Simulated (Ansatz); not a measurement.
Q: PbS (zinc blende, space group No. 216) is relaxed with PBE (plane waves, PAW; program Ansatz). What lattice parameters of the conventional cell result?

A: a = 6.648 Å.

Q: Is it a metal or does it have a gap at this level?

A: A gap of 0.84 eV, indirect.

Space group F-43m (zinc blende). The start of the workflow was typed in or built on a structure type; neither database checked (COD, Materials Project) lists it. It is not the phase usual at ambient conditions (space group No. 225). The PBE relaxation kept the symmetry of its start; whether a distortion lowers the energy is not shown. Spin–orbit coupling is left out wherever it is not named.

Potentials: the later of the program's two PAW sets.
